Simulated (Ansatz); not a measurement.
Relaxed-ion elastic tensor of SrAlO2F in space group P4/mmm (No. 123; Sr on 1d, Al on 1a, O on 2f, F on 1b) in GPa (Voigt order), r²SCAN in the plane-wave PAW code Ansatz; density 5.04 g/cm³, 10.91 Å³ per atom.

```
 290   136  91.0   0.0   0.0   0.0
 136   290  91.0   0.0   0.0   0.0
91.0  91.0   264   0.0   0.0   0.0
 0.0   0.0   0.0   122   0.0   0.0
 0.0   0.0   0.0   0.0   122   0.0
 0.0   0.0   0.0   0.0   0.0   173
```

Problem. Is the crystal mechanically stable?

Solution. Yes: the smallest eigenvalue of C is 122 GPa.

Problem. Work out the Voigt, Reuss and Hill averages.

Solution. K_V = 165, K_R = 163, K_H = 164; G_V = 119, G_R = 110, G_H = 114 GPa.

Problem. Give Young's modulus, Poisson's ratio, Pugh's ratio and the universal anisotropy index.

Solution. E = 9KG/(3K + G) = 278 GPa; ν = 0.22; K/G = 1.43 (brittle by the Pugh limit of 1.75); A_U = 5G_V/G_R + K_V/K_R − 6 = 0.40.

Problem. Estimate the sound speeds and the Debye temperature.

Solution. v_l = √((K + 4G/3)/ρ) = 7920 m/s, v_t = √(G/ρ) = 4760 m/s, mean 5270 m/s; Θ = (h/k)(3n/4πV)^(1/3) v_m = 707 K.

Problem. Solve the Christoffel equation for the three sound speeds along x, y, z.

Solution. Eigenvalues of C_ijkl n_j n_l equal ρv². In km/s, slowest first: x 4.92, 5.86, 7.59; y 4.92, 5.86, 7.59; z 4.92, 4.92, 7.23.

Problem. How much does each axis shrink under pressure?

Solution. Linear compressibilities β_i = Σ_j S_ij (j = 1 to 3): x 1.8, y 1.8, z 2.5 per TPa.

The start of the workflow was typed in or built on a structure type; neither database checked (COD, Materials Project) lists it. Its standing as an ambient phase is unchecked. Symmetry was held in the r²SCAN relaxation; its stability against distortions is not shown here.

Potentials: the earlier of the program's two PAW sets. The files were generated under PBE; for other functionals the program regenerates the frozen cores, and for LDA and PBEsol the local potential too.
